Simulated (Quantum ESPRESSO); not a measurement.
Ga2InAlP4, one run as intended and one with a planted mistake

A calculation, not a measurement. The program is pw.x of Quantum ESPRESSO 7.5 (plane-wave density functional theory). The cell is made up: 8 atoms on a zincblende/diamond lattice, with randomly drawn elements, strain and displacements, not relaxed. PseudoDojo standard norm-conserving files (v0.5 for PBE, v0.4.1 for LDA and PBEsol) set the functional; there is no spin polarisation, spin-orbit coupling or dispersion term, and the masses in the input are unused placeholders.

Intended input:

```
&control calculation='scf', pseudo_dir='./dojo.nc.sr.pbe.v0_5.standard.upf', outdir='./o', disk_io='low', tprnfor=.true., tstress=.true. /
&system ibrav=0, nat=8, ntyp=4, nbnd=37, ecutwfc=79.96652505, nosym=.true., tot_charge=0,
 occupations='smearing', smearing='fd', degauss=0.0018374661
/
&electrons conv_thr=7.350e-09, electron_maxstep=60, /
ATOMIC_SPECIES
Al 1.0 Al.upf
Ga 1.0 Ga.upf
In 1.0 In.upf
P 1.0 P.upf
CELL_PARAMETERS angstrom
5.6037 0.0182 0.0771
0.0182 5.7011 0.031
0.0771 0.031 5.6414
ATOMIC_POSITIONS angstrom
Ga -0.0105 -0.1014 0.0305
Ga -0.0769 2.7445 2.8664
In 2.8663 -0.0611 2.9839
Al 2.8822 2.8616 0.0657
P 1.3475 1.4461 1.4692
P 1.5416 4.3377 4.346
P 4.2892 1.5071 4.1903
P 4.2304 4.1985 1.407
K_POINTS automatic
4 4 4 1 1 1
```

The log is shortened where brackets say so; the opening notice, blank lines, dates and the lines on written files are dropped, and the path of the files is cut. It prints rydbergs, bohrs and kilobars, and counts compression as positive stress.

Log of the intended run:

```
     Program PWSCF v.7.5
     Parallel version (MPI & OpenMP), running on       4 processor cores
     Number of MPI processes:                 4
     Threads/MPI process:                     1
     [start-up lines left out]
     bravais-lattice index     =            0
     lattice parameter (alat)  =      10.5905  a.u.
     unit-cell volume          =    1215.9566 (a.u.)^3
     number of atoms/cell      =            8
     number of atomic types    =            4
     number of electrons       =        62.00
     number of Kohn-Sham states=           37
     kinetic-energy cutoff     =      79.9665  Ry
     charge density cutoff     =     319.8661  Ry
     scf convergence threshold =      7.3E-09
     mixing beta               =       0.7000
     number of iterations used =            8  plain     mixing
     Exchange-correlation= PBE
                           (   1   4   3   4   0   0   0)
     [axes and pseudopotential details left out]
   Cartesian axes
     site n.     atom                  positions (alat units)
         1        Ga     tau(   1) = (  -0.0018736  -0.0180934   0.0054423  )
         2        Ga     tau(   2) = (  -0.0137217   0.4897168   0.5114681  )
         3        In     tau(   3) = (   0.5114502  -0.0109024   0.5324343  )
         4        Al     tau(   4) = (   0.5142874   0.5106116   0.0117232  )
         5        P      tau(   5) = (   0.2404421   0.2580359   0.2621577  )
         6        P      tau(   6) = (   0.2750765   0.7740005   0.7754815  )
         7        P      tau(   7) = (   0.7653464   0.2689204   0.7476991  )
         8        P      tau(   8) = (   0.7548544   0.7491623   0.2510590  )
     number of k points=    32  Fermi-Dirac smearing, width (Ry)=  0.0018
                       cart. coord. in units 2pi/alat
        k(    1) = (   0.1229406   0.1218218   0.1218274), wk =   0.0625000
        k(    2) = (   0.1195272   0.1204820   0.3702356), wk =   0.0625000
     [further k points left out]
     Dense  grid:   117509 G-vectors     FFT dimensions: (  64,  64,  64)
     Estimated max dynamical RAM per process >     223.72 MB
     Estimated total dynamical RAM >     808.82 MB
     Initial potential from superposition of free atoms
     starting charge      61.9877, renormalised to      62.0000
     Starting wfcs are   47 randomized atomic wfcs
     total cpu time spent up to now is        3.5 secs
     per-process dynamical memory:   159.3 Mb
     Self-consistent Calculation
     iteration #  1     ecut=    79.97 Ry     beta= 0.70
     Davidson diagonalization with overlap
     ethr =  1.00E-02,  avg # of iterations =  4.1
     Threshold (ethr) on eigenvalues was too large:
     Diagonalizing with lowered threshold
     Davidson diagonalization with overlap
     ethr =  5.79E-04,  avg # of iterations =  2.0
     total cpu time spent up to now is       13.8 secs
     total energy              =    -498.88293071 Ry
     estimated scf accuracy    <       0.36673550 Ry
     iteration #  2     ecut=    79.97 Ry     beta= 0.70
     Davidson diagonalization with overlap
     ethr =  5.92E-04,  avg # of iterations =  2.2
     total cpu time spent up to now is       18.9 secs
     total energy              =    -498.97388231 Ry
     estimated scf accuracy    <       0.09777461 Ry
     [iterations 3 to 8 left out]
     iteration #  9     ecut=    79.97 Ry     beta= 0.70
     Davidson diagonalization with overlap
     ethr =  3.93E-10,  avg # of iterations =  2.8
     total cpu time spent up to now is       57.2 secs
     total energy              =    -498.99363288 Ry
     estimated scf accuracy    <       0.00000001 Ry
     iteration # 10     ecut=    79.97 Ry     beta= 0.70
     Davidson diagonalization with overlap
     ethr =  2.01E-11,  avg # of iterations =  4.6
     total cpu time spent up to now is       63.5 secs
     End of self-consistent calculation
     [lines on levels left out]
!    total energy              =    -498.99363288 Ry
     estimated scf accuracy    <          7.0E-09 Ry
     smearing contrib. (-TS)   =      -0.00000000 Ry
     internal energy E=F+TS    =    -498.99363288 Ry
     The total energy is F=E-TS. E is the sum of the following terms:
     one-electron contribution =    -238.31456152 Ry
     hartree contribution      =     160.73536376 Ry
     xc contribution           =    -142.42674110 Ry
     ewald contribution        =    -278.98769402 Ry
     convergence has been achieved in  10 iterations
     Forces acting on atoms (cartesian axes, Ry/au):
     atom    1 type  2   force =     0.01497800    0.03850292   -0.00448224
     atom    2 type  2   force =     0.07292404    0.06862831   -0.05322405
     atom    3 type  3   force =     0.01564444    0.04689735   -0.08686060
     atom    4 type  1   force =    -0.03827129   -0.02370649   -0.00923315
     atom    5 type  4   force =     0.01339320   -0.00188601   -0.02826561
     atom    6 type  4   force =    -0.07915082   -0.09401995    0.04920299
     atom    7 type  4   force =    -0.01874456   -0.03189110    0.11064809
     atom    8 type  4   force =     0.01922698   -0.00252503    0.02221456
     Total force =     0.244288     Total SCF correction =     0.000186
     Computing stress (Cartesian axis) and pressure
          total   stress  (Ry/bohr**3)                   (kbar)     P=       13.17
   0.00012650   0.00021896  -0.00027337           18.61       32.21      -40.21
   0.00021896   0.00005328  -0.00013883           32.21        7.84      -20.42
  -0.00027337  -0.00013883   0.00008885          -40.21      -20.42       13.07
     init_run     :      2.99s CPU      3.16s WALL (       1 calls)
     electrons    :     59.61s CPU     60.06s WALL (       1 calls)
     forces       :      0.87s CPU      0.89s WALL (       1 calls)
     stress       :      3.05s CPU      3.05s WALL (       1 calls)
     [timing details left out]
     PWSCF        :   1m 6.85s CPU   1m 7.53s WALL
     JOB DONE.
```

A second run has one planted mistake: the plane-wave cutoff is too low. The input lines that differ, file-writing options aside:

```
- &system ibrav=0, nat=8, ntyp=4, nbnd=37, ecutwfc=79.96652505, nosym=.true., tot_charge=0,
+ &system ibrav=0, nat=8, ntyp=4, nbnd=37, ecutwfc=57.47593988, nosym=.true., tot_charge=0,
```

Its log:

```
     Program PWSCF v.7.5
     Parallel version (MPI & OpenMP), running on       4 processor cores
     Number of MPI processes:                 4
     Threads/MPI process:                     1
     [start-up lines left out]
     bravais-lattice index     =            0
     lattice parameter (alat)  =      10.5905  a.u.
     unit-cell volume          =    1215.9566 (a.u.)^3
     number of atoms/cell      =            8
     number of atomic types    =            4
     number of electrons       =        62.00
     number of Kohn-Sham states=           37
     kinetic-energy cutoff     =      57.4759  Ry
     charge density cutoff     =     229.9038  Ry
     scf convergence threshold =      7.3E-09
     mixing beta               =       0.7000
     number of iterations used =            8  plain     mixing
     Exchange-correlation= PBE
                           (   1   4   3   4   0   0   0)
     [axes and pseudopotential details left out]
   Cartesian axes
     site n.     atom                  positions (alat units)
         1        Ga     tau(   1) = (  -0.0018736  -0.0180934   0.0054423  )
         2        Ga     tau(   2) = (  -0.0137217   0.4897168   0.5114681  )
         3        In     tau(   3) = (   0.5114502  -0.0109024   0.5324343  )
         4        Al     tau(   4) = (   0.5142874   0.5106116   0.0117232  )
         5        P      tau(   5) = (   0.2404421   0.2580359   0.2621577  )
         6        P      tau(   6) = (   0.2750765   0.7740005   0.7754815  )
         7        P      tau(   7) = (   0.7653464   0.2689204   0.7476991  )
         8        P      tau(   8) = (   0.7548544   0.7491623   0.2510590  )
     number of k points=    32  Fermi-Dirac smearing, width (Ry)=  0.0018
                       cart. coord. in units 2pi/alat
        k(    1) = (   0.1229406   0.1218218   0.1218274), wk =   0.0625000
        k(    2) = (   0.1195272   0.1204820   0.3702356), wk =   0.0625000
     [further k points left out]
     Dense  grid:    71593 G-vectors     FFT dimensions: (  54,  54,  54)
     Estimated max dynamical RAM per process >     137.66 MB
     Estimated total dynamical RAM >     498.22 MB
     Initial potential from superposition of free atoms
     starting charge      61.9877, renormalised to      62.0000
     Starting wfcs are   47 randomized atomic wfcs
     total cpu time spent up to now is        1.8 secs
     per-process dynamical memory:   100.3 Mb
     Self-consistent Calculation
     iteration #  1     ecut=    57.48 Ry     beta= 0.70
     Davidson diagonalization with overlap
     ethr =  1.00E-02,  avg # of iterations =  4.1
     Threshold (ethr) on eigenvalues was too large:
     Diagonalizing with lowered threshold
     Davidson diagonalization with overlap
     ethr =  5.97E-04,  avg # of iterations =  2.0
     total cpu time spent up to now is        6.6 secs
     total energy              =    -498.70191484 Ry
     estimated scf accuracy    <       0.37905977 Ry
     iteration #  2     ecut=    57.48 Ry     beta= 0.70
     Davidson diagonalization with overlap
     ethr =  6.11E-04,  avg # of iterations =  2.1
     total cpu time spent up to now is        9.1 secs
     total energy              =    -498.79741559 Ry
     estimated scf accuracy    <       0.10200676 Ry
     [iterations 3 to 8 left out]
     iteration #  9     ecut=    57.48 Ry     beta= 0.70
     Davidson diagonalization with overlap
     ethr =  4.06E-10,  avg # of iterations =  3.1
     total cpu time spent up to now is       28.1 secs
     total energy              =    -498.81813858 Ry
     estimated scf accuracy    <       0.00000002 Ry
     iteration # 10     ecut=    57.48 Ry     beta= 0.70
     Davidson diagonalization with overlap
     ethr =  2.94E-11,  avg # of iterations =  3.8
     total cpu time spent up to now is       30.8 secs
     End of self-consistent calculation
     [lines on levels left out]
!    total energy              =    -498.81813858 Ry
     estimated scf accuracy    <          6.9E-09 Ry
     smearing contrib. (-TS)   =      -0.00000000 Ry
     internal energy E=F+TS    =    -498.81813858 Ry
     The total energy is F=E-TS. E is the sum of the following terms:
     one-electron contribution =    -237.94259688 Ry
     hartree contribution      =     160.44341564 Ry
     xc contribution           =    -142.33126331 Ry
     ewald contribution        =    -278.98769404 Ry
     convergence has been achieved in  10 iterations
     Forces acting on atoms (cartesian axes, Ry/au):
     atom    1 type  2   force =     0.01497224    0.03838949   -0.00446921
     atom    2 type  2   force =     0.07283688    0.06846802   -0.05320479
     atom    3 type  3   force =     0.01567041    0.04691215   -0.08683379
     atom    4 type  1   force =    -0.03826206   -0.02370167   -0.00925674
     atom    5 type  4   force =     0.01340989   -0.00181929   -0.02823647
     atom    6 type  4   force =    -0.07913398   -0.09397544    0.04925233
     atom    7 type  4   force =    -0.01873826   -0.03178530    0.11059173
     atom    8 type  4   force =     0.01924487   -0.00248795    0.02215693
     Total force =     0.244129     Total SCF correction =     0.000186
     Computing stress (Cartesian axis) and pressure
          total   stress  (Ry/bohr**3)                   (kbar)     P=     -188.53
  -0.00124230   0.00021974  -0.00027471         -182.75       32.33      -40.41
   0.00021974  -0.00131702  -0.00013931           32.33     -193.74      -20.49
  -0.00027471  -0.00013931  -0.00128554          -40.41      -20.49     -189.11
     init_run     :      1.54s CPU      1.60s WALL (       1 calls)
     electrons    :     28.74s CPU     29.09s WALL (       1 calls)
     forces       :      0.47s CPU      0.50s WALL (       1 calls)
     stress       :      1.59s CPU      1.60s WALL (       1 calls)
     [timing details left out]
     PWSCF        :     32.51s CPU     32.98s WALL
     JOB DONE.
```

```
                                            intended run  run with the mistake
                          free energy (eV)     -6789.154             -6786.767
                    smearing term -TS (eV)        0.0000                0.0000
                            pressure (GPa)          1.32                -18.85
            largest force component (eV/Å)         2.845                 2.843
largest change of a force component (eV/Å)                               0.004
                                iterations            10                    10
```

For scale, a rerun of the intended cell at 1377 eV and a 6 x 6 x 6 mesh moved values by no more than 0.008 eV in energy, 0.02 GPa in stress and 0.002 eV/Å in force.